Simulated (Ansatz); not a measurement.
# TiO2 (rutile): energy over volume and axial ratio

TiO₂ (rutile)

```
TiO2
1.0
    4.59673     0.00000     0.00000
    0.00000     4.59673     0.00000
    0.00000     0.00000     2.95369
Ti O
2 4
Direct
  0.00000   0.00000   0.00000
  0.50000   0.50000   0.50000
  0.30461   0.30461   0.00000
  0.80461   0.19539   0.50000
  0.19539   0.80461   0.50000
  0.69539   0.69539   0.00000
```

The relaxed cell is deformed in two ways at once: its volume V is scaled, and at that volume it is stretched along z (the c axis of the conventional cell) so that c/a changes. Fractional atomic positions are held.

Level of theory: r2SCAN (plane waves to 500 eV, PAW, scalar-relativistic; Ansatz, a quantum-chemistry and plane-wave program). k mesh 7×7×11 (Γ-centred), Fermi-Dirac smearing 0.05 eV. Energies are smeared free energies. Compression counts positive. As the atoms are clamped, bonds stretch with the cell, which overstates energies and stresses. TiO2 is run without spin polarisation. TiO2 was relaxed with its symmetry unable to fall. The zero of ΔE is the relaxed starting cell.

ΔE (meV/atom), with V/V₀ across and (c/a)/(c/a)₀ down:

```csv
(c/a)/(c/a)₀ \ V/V₀,0.920,0.960,1.000,1.040,1.080
0.960,83.4,30.5,10.8,18.0,47.2
0.980,68.8,19.3,2.6,12.5,44.0
1.000,60.6,14.1,0.0,12.2,45.8
1.020,58.1,14.2,2.4,16.6,51.8
1.040,60.9,19.1,9.2,25.0,61.7
```

σzz (GPa), with V/V₀ across and (c/a)/(c/a)₀ down:

```csv
(c/a)/(c/a)₀ \ V/V₀,0.920,0.960,1.000,1.040,1.080
0.960,42.3,24.7,10.4,-1.3,-10.9
0.980,35.6,18.7,4.9,-6.2,-15.3
1.000,29.4,13.2,0.0,-10.7,-19.3
1.020,23.8,8.1,-4.5,-14.7,-22.9
1.040,18.6,3.6,-8.5,-18.3,-26.2
```

What the scan shows:

```
Property                                                                                                                             Value
--------------------------------------------------------------------------------------  --------------------------------------------------
Modulus against c/a change at fixed volume, (3/4V)·∂²E/∂(ln c/a)² (fit, atoms clamped)    144 GPa, an upper bound as the atoms could relax
Lowest place on the grid                                                                 V/V₀ = 1.000, (c/a)/(c/a)₀ = 1.000 (0.0 meV/atom)
Highest place on the grid                                                               V/V₀ = 0.920, (c/a)/(c/a)₀ = 0.960 (83.4 meV/atom)
```

The 25 points together took very roughly 8 core-minutes.

(A scan under strain: stresses follow from slopes of the energy per volume, elastic moduli from its curvatures.)
